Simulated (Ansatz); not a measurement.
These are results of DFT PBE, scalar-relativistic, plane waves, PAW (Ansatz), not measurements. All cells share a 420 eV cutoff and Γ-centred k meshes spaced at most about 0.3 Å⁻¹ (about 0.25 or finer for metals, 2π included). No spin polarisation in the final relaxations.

These are static total energies at zero pressure. All come from trial cells, and lower structures may exist.

Question: Which of these relaxed structures of TiBeH₂ is the lowest in energy?
1. Space group P4/mmm (No. 123), tetragonal, a = 2.804 Å, c = 3.707 Å. Ti has 2 H at 1.85 Å, 4 H at 1.98 Å, 8 Be at 2.71 Å and 4 Ti at 2.80 Å; Be has 2 H at 1.85 Å, 4 H at 1.98 Å and 8 Ti at 2.71 Å; H on its first site is surrounded by 2 Be at 1.85 Å and 4 Ti at 1.98 Å; H on its second site has 2 Ti at 1.85 Å and 4 Be at 1.98 Å.
2. Space group P222_1 (No. 17), orthorhombic, a = 2.792 Å, b = 3.845 Å, c = 5.519 Å. Ti has 4 H at 1.90–1.94 Å, 2 H at 2.14 Å, 8 Be at 2.62–2.89 Å and 4 Ti at 2.78–2.79 Å; Be has 1 H at 1.53 Å, 2 H at 1.69 Å, 3 H at 2.28–2.32 Å, 8 Ti at 2.62–2.89 Å and 4 Be at 2.76–2.79 Å; around H on its first site lie 1 Be at 1.53 Å, 2 Ti at 1.90 Å and 2 Ti at 2.14 Å; around H on its second site lie 2 Be at 1.69 Å and 2 Ti at 1.94 Å.

Answer: 2. It has space group P222_1 (No. 17); the next, 1, with space group P4/mmm (No. 123), lies 27 meV/atom higher. Counting H atoms around Be and Ti (those within 1.25 times the shortest such distance or 1.15 times the sum of covalent radii; a plus sign parts nearer from farther groups; the shortest distance is added where it is long for a bond), the lowest has Ti 4+2, Be 1+2 and the next has Ti 6, Be 6 from 1.9 Å.

With hydrogen, zero-point motion can shift such differences by 10 meV/atom or more. Cells relaxed within their symmetry can be saddle points. The P222_1 cell of TiBeH2 came from shaking the P4/mmm one. Some candidate types were left out of the draw beforehand, so a known form may be missing.
